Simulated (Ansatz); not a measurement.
## Rocksalt alloy of KBr and KI (20 of 32 Br sites exchanged), 64 atoms

Ansatz, PAW, plane waves. PBEsol relaxation of volume and atoms (shape held) at the single k point (¼, ¼, ¼) without its symmetry partners; single points on the relaxed atoms at the Γ point alone, onto which points of the small cell's zone fold. Arrangement: quasirandom. No spin–orbit coupling unless named.

Relaxed structure:

```
Br I K
1.0
    13.69950    0.00000    0.00000
     0.00000   13.69950    0.00000
     0.00000    0.00000   13.69950
Br I K
12 20 32
Direct
  0.25200 0.99922 0.00153
  0.25197 0.99892 0.49894
  0.74869 0.50341 0.99975
  0.99978 0.75102 0.49884
  0.49821 0.24700 0.50019
  0.50069 0.75117 0.99985
  0.50002 0.75195 0.49964
  0.49889 0.99822 0.74891
  0.25119 0.24768 0.25088
  0.25150 0.75239 0.25089
  0.74869 0.74943 0.24989
  0.74774 0.75050 0.74938
  0.25002 0.50024 0.00092
  0.25046 0.50021 0.49904
  0.74943 0.99895 0.99926
  0.74949 0.99873 0.50033
  0.74944 0.50148 0.49991
  0.00042 0.24999 0.00062
  0.00096 0.24980 0.49960
  0.99918 0.74983 0.00016
  0.49956 0.24964 0.00000
  0.00180 0.99926 0.25039
  0.00042 0.99955 0.74954
  0.99996 0.50090 0.24994
  0.99884 0.50112 0.74996
  0.49928 0.99928 0.25023
  0.50011 0.50097 0.25001
  0.50076 0.50087 0.74994
  0.25089 0.24866 0.74986
  0.25064 0.75170 0.74960
  0.74995 0.25095 0.24987
  0.74901 0.25035 0.75003
  0.00823 0.99884 0.99900
  0.00840 0.99292 0.50073
  0.99297 0.50097 0.99971
  0.99995 0.50788 0.50008
  0.49295 0.99287 0.99250
  0.49255 0.99769 0.50698
  0.50590 0.50776 0.99926
  0.49982 0.50230 0.50077
  0.25128 0.24247 0.00848
  0.25734 0.24177 0.49189
  0.25756 0.75712 0.00843
  0.25233 0.75763 0.49198
  0.74887 0.25723 0.00063
  0.74240 0.25006 0.49916
  0.74240 0.74450 0.00135
  0.74752 0.75014 0.49773
  0.25104 0.99896 0.24962
  0.25693 0.99974 0.75043
  0.24992 0.50115 0.24924
  0.25013 0.50060 0.75087
  0.75015 0.99217 0.24890
  0.74270 0.99218 0.75059
  0.75021 0.50825 0.24225
  0.74945 0.50851 0.75739
  0.00805 0.25002 0.25135
  0.99973 0.24980 0.74876
  0.99969 0.75011 0.25722
  0.99177 0.75087 0.74187
  0.49283 0.24952 0.25820
  0.50004 0.24296 0.74219
  0.50014 0.75072 0.25273
  0.50697 0.75677 0.74737
```

Q: What are the mean bond lengths by pair (pairs within 1.2 times the sum of covalent radii, less contacts 15 % beyond the pair's median; cation–cation pairs of compounds aside; long ionic contacts are cut short by that bound)?

A: Br–K 3.363 ± 0.055 Å (standard deviation, 72 bonds); I–K 3.464 ± 0.052 Å (standard deviation, 120 bonds).

Q: What gap lies between the top filled and the lowest empty level in the single points?

A: HSE06 5.01 eV (54 s on NVIDIA GB300).
